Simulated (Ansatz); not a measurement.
**CaB3HO6: field gradients at two levels of theory**

Cell: a computed structure from the Materials Project (it need not be an observed phase), atoms as given.

```cif
data_CaB3HO6
_symmetry_space_group_name_H-M 'Pna2_1'
_symmetry_Int_Tables_number 33
_cell_length_a 13.6137
_cell_length_b 7.0550
_cell_length_c 4.4374
_cell_angle_alpha 90.000
_cell_angle_beta 90.000
_cell_angle_gamma 90.000
loop_
_atom_site_label
_atom_site_type_symbol
_atom_site_symmetry_multiplicity
_atom_site_Wyckoff_symbol
_atom_site_fract_x
_atom_site_fract_y
_atom_site_fract_z
Ca Ca 4 a 0.0941 0.2973 0.8984
B5 B 4 a 0.9276 0.2166 0.4308
B9 B 4 a 0.2699 0.4051 0.2365
B13 B 4 a 0.8545 0.3448 0.9504
H H 4 a 0.0464 0.0252 0.3763
O21 O 4 a 0.0978 0.6186 0.7440
O25 O 4 a 0.9290 0.2582 0.7535
O29 O 4 a 0.1420 0.9479 0.8737
O33 O 4 a 0.1790 0.4742 0.3176
O37 O 4 a 0.0317 0.1605 0.3550
O41 O 4 a 0.2667 0.2782 0.9995
```

One atom of each set is listed.

First run. Method: Kohn–Sham DFT in Ansatz, PBE, plane waves and PAW, scalar-relativistic, 420 eV cutoff, Γ-centred 2×3×5 k-points, Fermi–Dirac smearing 0.02 eV.

```csv
site,V_zz (10²¹ V/m²),η
Ca,3.65,0.40
B5,0.45,0.90
B9,2.44,0.02
B13,0.31,0.92
H,3.74,0.07
O21,8.87,0.92
O25,9.30,0.51
O29,-8.89,0.95
O33,9.32,0.49
O37,11.90,0.71
O41,7.66,0.46
```

Second run. The same atoms and settings, except that the functional is r2SCAN and the cutoff is 500 eV.

**Question.** What does the second run give?

**Answer.** 

```tsv
site	V_zz	η	change of V_zz
Ca	3.75	0.38	+0.10
B5	0.47	0.96	+0.02
B9	2.60	0.02	+0.16
B13	0.32	0.89	+0.01
H	3.66	0.07	-0.08
O21	8.84	0.91	-0.03
O25	9.34	0.50	+0.04
O29	-8.93	0.96	-0.04
O33	9.32	0.51	0.00
O37	12.29	0.70	+0.39
O41	7.67	0.46	+0.01
```

The largest change of V_zz is on O37, from 11.90 to 12.29. In per cent, |V_zz| changes by +3 on Ca, +6 on B, -2 on H, 0 to +3 on O (all sites that start above 0.5).

For the second run: At this cell the principal stresses reach 5 GPa in size with r2SCAN, which can matter for small gradients. The largest force is 0.4 eV/Å, so the atoms aren't at the calculated equilibrium and relaxing them would move these values.
